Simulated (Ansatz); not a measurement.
Independent-particle absorption of WS$_{2}$ (P6_3/mmc, a = 3.115 Å, b = 3.115 Å, c = 11.777 Å, α = 90.00°, β = 90.00°, γ = 120.00°), no local fields or excitons, 0.1 eV broadening. The calculation used DFT PBEsol+D3(BJ), scalar-relativistic, plane waves, PAW in Ansatz 0.2.0.

Plane waves to 420 eV, a k mesh through Γ of 12×12×4 on the computed 6-atom cell and Gaussian smearing (0.02 eV); no spin polarisation. The spectrum is summed on a 18×18×6 mesh.

```
CELL_PARAMETERS angstrom
3.11459 0.00000 0.00000
-1.55730 2.69732 0.00000
0.00000 0.00000 11.77707
ATOMIC_POSITIONS crystal
W 0.33333 0.66667 0.74986
W 0.66667 0.33333 0.25014
S 0.33333 0.66667 0.11664
S 0.66667 0.33333 0.61636
S 0.33333 0.66667 0.38364
S 0.66667 0.33333 0.88336
```

(photon energy (eV), ε2,zz): (0.0, 0.00), (0.4, 0.00), (0.6, 0.00), (1.0, 0.00), (1.4, 0.00), (1.8, 0.00), (2.0, 0.01), (2.4, 1.25), (2.8, 9.36), (3.0, 7.62), (3.4, 5.96), (3.8, 4.86), (4.2, 6.13), (4.4, 8.18), (4.8, 10.86), (5.2, 13.61), (5.4, 15.99), (5.8, 15.42), (6.2, 20.61), (6.6, 13.02), (6.8, 9.30), (7.2, 7.89), (7.6, 7.02), (7.8, 7.74), (8.2, 10.08), (8.6, 12.22), (9.0, 12.88), (9.2, 10.62), (9.6, 7.67), (10.0, 7.88), (10.2, 6.43), (10.6, 4.87), (11.0, 4.74), (11.4, 4.30), (11.6, 4.04), (12.0, 3.61)

The strongest peak lies near 6.2 eV. ε∞ (xx, yy, zz) = 15.4, 15.4, 10.9.

Cost: 1 run of about 3.6 core-minutes, on Intel Xeon 6975P-C (Granite Rapids) (shared hosts).